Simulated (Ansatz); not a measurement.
YHg2:
```cif
data_Hg2Y
_chemical_formula_sum 'Y1 Hg2'
_space_group_name_H-M_alt 'P6/mmm'
_space_group_IT_number 191
_space_group_name_Hall '-P 6 2'
_cell_length_a 4.85306
_cell_length_b 4.85306
_cell_length_c 3.51564
_cell_angle_alpha 90.000
_cell_angle_beta 90.000
_cell_angle_gamma 120.000
loop_
_atom_site_label
_atom_site_type_symbol
_atom_site_symmetry_multiplicity
_atom_site_Wyckoff_symbol
_atom_site_fract_x
_atom_site_fract_y
_atom_site_fract_z
_atom_site_occupancy
Y1 Y 1 a 0.00000 0.00000 0.00000 1
Hg1 Hg 2 d 0.33333 0.66667 0.50000 1
```

Relaxed at zero pressure with DFT-r²SCAN in the program Ansatz with PAW potentials.

Problem. The volume is raised by 9 % and shape and atoms relax at that volume. What pressure results, and how do the axes share the change?

Solution. -4.9 GPa; a 1.8 %, b 1.8 %, c 5.2 %; the energy rises by 36 meV/atom.

Problem. Give the new structure.

Solution. 
Space group P6/mmm (No. 191); a = 4.9406 Å, b = 4.9406 Å, c = 3.6975 Å, α = 90.00°, β = 90.00°, γ = 120.00°

| atom | site | symmetry | x | y | z |
|---|---|---|---|---|---|
| Y | 1a | 6/mmm | 0.0000 | 0.0000 | 0.0000 |
| Hg | 2d | -6m2 | 0.3333 | 0.6667 | 0.5000 |

The phase is kept; no other phase was compared at this pressure.

The workflow started from an entry of the Crystallography Open Database (COD). Whether it is the stable phase at ambient conditions was not checked. Symmetry was held in the r²SCAN relaxation; whether a distortion lowers the energy is not shown. The run is not spin-polarised. Axis ratios of metals converge slowly with the k-mesh, so a and c are less sure than the volume. Spin–orbit coupling is left out wherever it is not named.

Potentials: the later of the program's two PAW sets.
